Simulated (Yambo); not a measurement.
G0W0@PBEsol for SrCaI4 (space group P2/m, No. 10) in Yambo. Reference settings: 2×2×1 Γ-centred k mesh, 373 bands and a 7 Ry block in the screening, 373 bands in G with the Bruneval-Gonze terminator, plasmon pole fitted at 27.2 eV. The PBEsol gap Γ → Γ on this mesh is 3.38 eV; G0W0 gaps are taken between the same points.

With and without the terminator, as bands are cut:

```tsv
bands in G (in W)	gap, terminator (eV)	gap, none (eV)	valence shift, terminator (eV)	valence shift, none (eV)
128 (373)	5.380	5.351	-1.069	-0.697
233 (373)	5.395	5.404	-1.127	-0.957
373 (373)	5.397	5.412	-1.143	-1.067
```

Over this range the gap spans 0.017 eV with the terminator and 0.061 eV without, the valence shift 0.074 eV and 0.370 eV. Neither column has reached its limit for certain.

Spin-orbit coupling is not included.

Geometry relaxed with PBE+D3(BJ); primitive cell a = 6.909 Å, b = 4.568 Å, c = 7.947 Å, α = γ = 90.00°, β = 90.16°.

The structure is a Materials Project entry; no match was found in the copy of COD used, and its stability was not checked.

A shift is the quasiparticle energy of the state minus its PBEsol energy.
